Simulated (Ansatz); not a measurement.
AlV₂C:
Space group P6₃/mmc (No. 194); a = 2.8789 Å, b = 2.8789 Å, c = 13.0219 Å, α = 90.00°, β = 90.00°, γ = 120.00°

```csv
atom,site,symmetry,x,y,z
Al,2c,-6m2,0.3333,0.6667,0.2500
V,4f,3m.,0.6667,0.3333,0.0851
C,2a,-3m.,0.0000,0.0000,0.0000
```

Relaxed at zero pressure with the program Ansatz at the PBEsol level (PAW).

Question: The volume is raised by 9 % and shape and atoms relax at that volume. What pressure results, and how do the axes share the change?

Answer: -13.2 GPa; a 2.9 %, b 2.9 %, c 3.0 %; the energy rises by 47 meV/atom.

Question: Give the new structure.

Answer: 
Space group P6₃/mmc (No. 194); a = 2.962 Å, b = 2.962 Å, c = 13.407 Å, α = 90.00°, β = 90.00°, γ = 120.00°

| atom | site | symmetry | x | y | z |
|---|---|---|---|---|---|
| Al | 2c | -6m2 | 0.3333 | 0.6667 | 0.2500 |
| V | 4f | 3m. | 0.6667 | 0.3333 | 0.0821 |
| C | 2a | -3m. | 0.0000 | 0.0000 | 0.0000 |

The phase is kept; no other phase was compared at this pressure.

Space group P6_3/mmc. Symmetry was held in the PBEsol relaxation. No spin polarisation was allowed.

Potentials: the earlier of the program's two PAW sets. The files were generated under PBE; for other functionals the program regenerates the frozen cores, and for LDA and PBEsol the local potential too.
